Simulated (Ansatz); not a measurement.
# SnBi3: do energies and stresses tell the same story?

All numbers below come from Ansatz, DFT PBEsol, scalar-relativistic, plane waves, PAW.

Settings: cutoff 420 eV, Γ-centred mesh 12×12×12 on the computed 4-atom cell, Gaussian smearing of 0.10 eV; no spin polarisation.

Relaxed cell: I4/mmm, a = 4.657 Å, b = 4.657 Å, c = 10.925 Å, α = 90.00°, β = 90.00°, γ = 90.00°, 4 atoms in the primitive cell. Whether it is the stable form of this composition wasn't checked.

Energies at zero smearing and pressures from the stress tensor, at volumes with shape and atoms relaxed:
| V (Å³/atom) | E − E(first) (meV/atom) | P (GPa) |
| --- | --- | --- |
| 27.839 | 0.00 | 3.94 |
| 28.727 | -15.76 | 1.83 |
| 29.616 | -20.58 | 0.01 |
| 30.504 | -16.26 | -1.49 |
| 31.392 | -4.44 | -2.75 |

Q: Check P = −dE/dV between neighbouring volumes, and get the bulk modulus from the pressures alone.

A: With 1 eV/Å³ = 160.2 GPa:
```
middle V (Å³/atom)  −ΔE/ΔV (GPa) mean P (GPa)
            28.283         2.841         2.886
            29.171         0.871         0.918
            30.060        -0.780        -0.742
            30.948        -2.130        -2.119
```

The two differ by 0.05 GPa at most. The mean of two end pressures misses the average over a step by about ΔV² P″/12, up to 0.03 GPa here; with that taken off 0.02 GPa remains. Around V = 29.616 Å³/atom, the two neighbours give B = −V ΔP/ΔV = 29.616 × 3.32 / 1.777 = 55.4 GPa, against B0 = 54.5 GPa from the Birch–Murnaghan fit of the energies.

Spin–orbit coupling is left out, which can shift energies with elements as heavy as these.